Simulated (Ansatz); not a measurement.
Input:

Bi2Se3 (Bi2Te3 type, space group R-3m)

```
CELL_PARAMETERS angstrom
      2.07220     1.19638     9.48183
     -2.07220     1.19638     9.48183
      0.00000    -2.39277     9.48183
ATOMIC_POSITIONS crystal
  Bi 0.40088 0.40088 0.40088
  Bi 0.59912 0.59912 0.59912
  Se 0.00000 0.00000 0.00000
  Se 0.21052 0.21052 0.21052
  Se 0.78948 0.78948 0.78948
```

Scan: atom 3 (Se, nearest neighbour Bi at 3.069 Å; its periodic images, 4.1 Å or more away, move with it) is displaced towards the nearest neighbour, direction (0.000, -0.780, -0.626) in Cartesian axes, by s. The other atoms stay.

These are PBE-D3(BJ) (plane waves to 420 eV, PAW, scalar-relativistic; Ansatz, a program for electronic structure) values and carry that method's errors. k mesh 8×8×8 (Γ-centred), Fermi-Dirac smearing 0.05 eV. E stands for the smeared free energy. Bi2Se3 was relaxed with its symmetry unable to fall. Spin-orbit coupling is left out, though Bi is heavy. The PAW data are Ansatz's earlier set. ΔE is measured from the undisplaced structure.

The scan covers s from -0.610 to 0.610 Å in 11 points.

Task: Is this a single well or a double well?

Result: A single well with its minimum at or next to zero displacement.

Task: Is the energy the same for equal positive and negative displacements?

Result: Even: the same for both signs. With its periodic images moving along, the atom's site symmetry in this cell is -3m.

Task: What force acts on the atom along the line at s = -0.610 Å?

Result: 4.63 eV/Å.

Task: What is the energy change at s = 0.610 Å?

Result: 1061 meV/cell.

Task: What is the force constant k = d²E/ds² of this move at s = 0?

Result: 3.96 eV/Å².

(A displaced cell: forces are minus the slopes of the energy, force constants its curvatures, and phonons follow from these.)
